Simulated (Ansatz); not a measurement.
## AlRh: clamped-ion strain scan

All numbers below come from Ansatz, DFT PBEsol, scalar-relativistic, plane waves, PAW. The runs took a 420 eV cutoff, a Γ-centred 16×16×16 mesh and Gaussian smearing (0.15 eV). No spin polarisation. Energies are free energies at this smearing, counted from the undisturbed cell; pressure is positive in compression.

Reference structure (as given, not relaxed at this level; it stands at -1.1 GPa, and it needn't be the usual structure):

```
Al Rh
1.0
     2.97732    0.00000    0.00000
     0.00000    2.97732    0.00000
     0.00000    0.00000    2.97732
Al Rh
1 1
Direct
  0.00000 0.00000 0.00000
  0.50000 0.50000 0.50000
```

The cell is strained by ε times the Voigt pattern (0, 0, 0, 0, 1, 0) (xx, yy, zz, yz, xz, xy; engineering shear) with fractional coordinates fixed. The cell is metallic on the mesh throughout.

| ε | ΔE (meV/atom) | stress summed along the pattern (GPa, tension positive) | pressure (GPa) |
| --- | --- | --- | --- |
| -0.0600 | ? | -7.08 | ? |
| -0.0300 | 4.4 | -3.57 | -0.9 |
| 0.0000 | 0.0 | 0.00 | -1.1 |
| 0.0150 | 1.1 | 1.79 | -1.0 |
| 0.0450 | 9.9 | 5.34 | -0.7 |
| 0.0525 | 13.5 | 6.21 | -0.5 |

By symmetry 0.0600 repeats -0.0600, -0.0450 repeats 0.0450, 0.0300 repeats -0.0300, -0.0150 repeats 0.0150 in energy; the slope of the energy along the path changes sign there.

(1) Give the withheld values.

Answers

(1) ΔE (meV/atom) at ε = -0.0600: 17.6; pressure (GPa) at ε = -0.0600: -0.3.